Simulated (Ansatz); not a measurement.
Input:

MoPd:
```
MoPd
1.0
    2.68266     0.00000     0.00000
    0.00000     2.68266     0.00000
    0.00000     0.00000     4.08605
Pd Mo
1 1
Direct
  0.00000   0.00000   0.00000
  0.50000   0.50000   0.50000
```

This is the PBEsol-relaxed structure. x, y and z are the axes in which the lattice vectors are written.

Task: All from plane-wave PAW PBEsol (Ansatz code), unless another level is named. Predict the highest zone-centre frequency.

Result: 212 cm⁻¹.

Task: Give the bulk modulus (Birch–Murnaghan fit).

Result: 257 GPa.

Task: Predict the elastic constants (relaxed ions, GPa).

Result: C11 = 505, C12 = 88.6, C13 = 183, C33 = 397, C44 = 158, C66 = 42.2.

Space group P4/mmm (L1₀ or tetragonal B2). The start of the workflow was typed in or built on a structure type; neither database checked (COD, Materials Project) lists it. Whether it is the stable phase at ambient conditions was not checked. The PBEsol relaxation kept the symmetry of its start; its stability against distortions is not shown here. No spin polarisation was allowed. As this level gives no gap, shear constants depend on the k-mesh and smearing (Fermi–Dirac, 0.1 eV here). As this level gives no gap, phonon frequencies hold no LO–TO term and depend on the k-mesh and smearing (Fermi–Dirac, 0.1 eV here). On the denser mesh and wider smearing of the elastic run this cell carries a stress of 0.3 GPa.

Potentials: the later of the program's two PAW sets.
